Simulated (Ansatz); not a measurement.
Si₂MoN₄:
```
CELL_PARAMETERS angstrom
      2.88715     0.00000     0.00000
     -1.44357     2.50034     0.00000
      0.00000     0.00000    20.82811
ATOMIC_POSITIONS crystal
  Mo 0.33333 0.66667 0.25000
  Mo 0.66667 0.33333 0.75000
  N  0.66667 0.33333 0.30967
  N  0.33333 0.66667 0.80967
  N  0.33333 0.66667 0.69033
  N  0.66667 0.33333 0.19033
  Si 0.66667 0.33333 0.39286
  Si 0.33333 0.66667 0.89286
  Si 0.33333 0.66667 0.60714
  Si 0.66667 0.33333 0.10714
  N  0.00000 0.00000 0.41660
  N  0.00000 0.00000 0.91660
  N  0.00000 0.00000 0.58340
  N  0.00000 0.00000 0.08340
```

Relaxed with r²SCAN+D4.

Task: Give the Bader charges and basin volumes of the independent atoms, r²SCAN+D4 (plane waves, PAW; program Ansatz).

Result: 

```csv
atom,Bader charge (e),Bader volume (Å³)
Mo1,+1.78,10.4
N3,-1.70,10.9
Si7,+3.18,3.2
N11,-2.38,18.3
```

Space group P6_3/mmc. The start of the workflow was typed in or built on a structure type; neither database checked (COD, Materials Project) lists it. Its standing as an ambient phase is unchecked. The cell was relaxed with r²SCAN+D4 under the symmetry of its start; its stability against distortions is not shown here. The workflow began spin-polarised and lost its moments.

Potentials: the earlier of the program's two PAW sets. The files were generated under PBE; for other functionals the program regenerates the frozen cores, and for LDA and PBEsol the local potential too.
